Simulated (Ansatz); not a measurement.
Input:

CuSe:
```cif
data_Cu6Se6
_chemical_formula_sum 'Cu6 Se6'
_space_group_name_H-M_alt 'P 1'
_space_group_IT_number 1
_cell_length_a 3.98484
_cell_length_b 3.98484
_cell_length_c 17.35956
_cell_angle_alpha 90.000
_cell_angle_beta 90.000
_cell_angle_gamma 120.000
loop_
_space_group_symop_operation_xyz
  'x, y, z'
loop_
_atom_site_label
_atom_site_type_symbol
_atom_site_fract_x
_atom_site_fract_y
_atom_site_fract_z
_atom_site_occupancy
Cu1 Cu 0.33333 0.66667 0.75000 1
Cu2 Cu 0.66667 0.33333 0.25000 1
Cu3 Cu 0.33333 0.66667 0.10798 1
Cu4 Cu 0.66667 0.33333 0.60798 1
Cu5 Cu 0.33333 0.66667 0.39202 1
Cu6 Cu 0.66667 0.33333 0.89202 1
Se1 Se 0.33333 0.66667 0.25000 1
Se2 Se 0.66667 0.33333 0.75000 1
Se3 Se 0.00000 0.00000 0.06924 1
Se4 Se 0.00000 0.00000 0.56924 1
Se5 Se 0.00000 0.00000 0.43076 1
Se6 Se 0.00000 0.00000 0.93076 1
```

This is the r²SCAN-relaxed structure.

Question: All from plane-wave PAW r²SCAN (Ansatz code), unless another level is named. Give the electronic character.

Answer: metallic (no gap).

Question: What about the formation energy from the elements (no fitted shifts)?

Answer: -17 kJ/mol of atoms.

Question: And the gap with spin–orbit coupling?

Answer: none (metallic).

Space group P6_3/mmc. The workflow started from an entry of the Crystallography Open Database (COD). Its standing as an ambient phase is unchecked. Symmetry was held in the r²SCAN relaxation; whether a distortion lowers the energy is not shown. No spin polarisation was allowed. The references are the lowest solids computed at this level, not always the standard phases. Spin–orbit coupling is left out wherever it is not named.

Potentials: the later of the program's two PAW sets.
